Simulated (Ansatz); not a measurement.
Relaxed candidate structures of CdTe:

A. P-1 (No. 2), aP4; a = 4.318 Å, b = 4.321 Å, c = 7.439 Å, α = 106.18°, β = 90.97°, γ = 119.35°; close to C2/c at 0.1 Å; Cd 1a (0.000, 0.000, 0.000); Cd 1f (0.500, 0.000, 0.500); Te 2i (0.705, 0.453, 0.250)

B. Pm-3m (No. 221), cP6, AFLOW prototype AB_cP6_221_c_d (as in NbO); a = b = c = 5.8705 Å, α = β = γ = 90.00°; Cd 3c (0.000, 0.500, 0.500); Te 3d (0.000, 0.000, 0.500)

C. F-43m (No. 216), cF8, zinc blende type; a = b = c = 6.5571 Å, α = β = γ = 90.00°; Te 4c (0.250, 0.250, 0.250); Cd 4a (0.000, 0.000, 0.000)

Task: Rank these by energy per atom (lowest first), as r2SCAN (plane waves to 500 eV, PAW, scalar-relativistic; Ansatz, a program for electronic structure) gives it.

Result: C (reference), A (+0.16 eV/atom), B (+0.62 eV/atom)

Task: Which candidates are metallic at this level, and what gaps do the others have?

Result: No gap: A, B. C: 1.17 eV (no spin-orbit coupling).

 4 generated cells of layers, chains or molecules, poorly bound without dispersion, are left out. Each run could gain symmetry but not lose that of its start, so entries can be saddle points. From databases, or of a type measured for this composition: F-43m, cF8, zinc blende type; the others are generated cells (placed on structure types, drawn at random, substituted or restacked) that were not matched to a known phase here. Static energies at zero pressure. No spin polarisation in the result. Without spin-orbit coupling the bands of the heavy element are not split, so the gap can be far off.
